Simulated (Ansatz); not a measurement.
Si: two-dimensional strain map

The calculation used DFT LDA, scalar-relativistic, plane waves, PAW (Ansatz 0.2.0). Cutoff 420 eV, Γ-centred 10×10×10 k-points, Gaussian smearing of 0.03 eV. No spin polarisation. Energies are free energies at this smearing, counted from the undisturbed cell; pressure is positive in compression.

Reference structure (as given, not relaxed at this level; it stands at -1.8 GPa; this form isn't the usual structure):

```xyz
4
Lattice="-3.3254 3.3254 1.9224 3.3254 -3.3254 1.9224 3.3254 3.3254 -1.9224" Properties=species:S:1:pos:R:3 pbc="T T T"
Si    1.1892    1.1892    0.0000
Si    2.1363    2.1363    1.9224
Si    2.1363   -2.1363    1.9224
Si   -2.1363    2.1363    1.9224
```

The cell is strained by p along both x and y and by q along z, fractional coordinates fixed. Points are written (p, q).

Energy above the undisturbed cell in meV/atom (a dash: not computed):

```
 p \ q  -0.030  -0.015  0.000  0.015  0.030
-0.030    26.9    16.9   14.0   17.2   26.2
-0.015       ?     0.6   -0.3      ?   15.7
 0.000     5.0       ?    0.0    6.9   19.2
 0.015    14.8       ?   13.2   21.5   35.1
 0.030    36.3    33.9   37.8   47.4   62.1
```

(1) Fill in the withheld energies.

Results:

(1) (-0.015, -0.030): 8.5; (-0.015, 0.015): 5.0; (0.000, -0.015): -0.8; (0.015, -0.015): 10.8.